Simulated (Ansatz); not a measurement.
C:
```
CELL_PARAMETERS angstrom
      2.60036     0.00000     0.00000
      0.00000     2.60036     0.00000
      0.00000     0.00000     5.98743
ATOMIC_POSITIONS crystal
  C  0.00000 0.00000 0.75000
  C  0.00000 0.00000 0.25000
  C  0.50000 0.00000 0.88822
  C  0.50000 0.00000 0.11178
  C  0.00000 0.50000 0.38822
  C  0.00000 0.50000 0.61178
```

Relaxed with PBE.

**Question.** Which orbitals make up the states near the Fermi level in PBE in the plane-wave PAW code Ansatz?

**Answer.** Within 0.5 eV of the Fermi level: C 2p 98 %. Projections are on Löwdin-orthogonalised atomic valence shells; empty p or d shells of many metals are not among them.

**Question.** Tabulate the density of states.

**Answer.** States/eV per cell of 6 atoms, in 0.25 eV bins, energy from the Fermi level.

```
E (eV)  total  C 2p  C 2s
------  -----  ----  ----
-7.85    1.45  1.27  0.17
-7.60    1.40  1.23  0.16
-7.35    1.46  1.30  0.16
-7.10    1.52  1.36  0.15
-6.85    1.71  1.54  0.16
-6.60    2.01  1.84  0.17
-6.35    2.05  1.91  0.14
-6.10    1.78  1.68  0.10
-5.85    1.81  1.71  0.09
-5.60    2.02  1.91  0.10
-5.35    2.26  2.15  0.10
-5.10    2.58  2.46  0.12
-4.85    2.47  2.34  0.12
-4.60    2.30  2.18  0.10
-4.35    2.35  2.23  0.11
-4.10    1.98  1.90  0.07
-3.85    1.72  1.66  0.05
-3.60    1.44  1.39  0.04
-3.35    0.98  0.94  0.04
-3.10    0.75  0.72  0.03
-2.85    0.65  0.62  0.03
-2.60    0.62  0.59  0.03
-2.35    0.60  0.57  0.02
-2.10    0.61  0.58  0.02
-1.85    0.63  0.60  0.02
-1.60    0.64  0.61  0.02
-1.35    0.67  0.64  0.02
-1.10    0.73  0.71  0.02
-0.85    0.80  0.77  0.01
-0.60    1.03  1.01  0.01
-0.35    1.22  1.21  0.01
-0.10    0.72  0.70  0.01
0.15     0.53  0.52  0.01
0.40     0.42  0.41  0.01
0.65     0.33  0.31  0.01
0.90     0.32  0.29  0.01
1.15     0.42  0.37  0.03
1.40     0.53  0.46  0.05
1.65     0.68  0.60  0.06
1.90     0.84  0.74  0.07
2.15     1.15  1.02  0.10
2.40     0.86  0.75  0.08
2.65     0.79  0.69  0.07
2.90     0.83  0.73  0.07
3.15     0.92  0.81  0.08
3.40     1.24  1.07  0.12
3.65     1.37  1.19  0.13
3.90     1.12  0.97  0.11
4.15     1.03  0.89  0.10
4.40     0.98  0.83  0.11
4.65     1.00  0.84  0.11
```

Space group P4_2/mmc. The start of the workflow was typed in or built on a structure type; neither database checked (COD, Materials Project) lists it. It is not the phase usual at ambient conditions (space group No. 194, 227). The PBE relaxation kept the symmetry of its start; its stability against distortions is not shown here.

Potentials: the later of the program's two PAW sets.
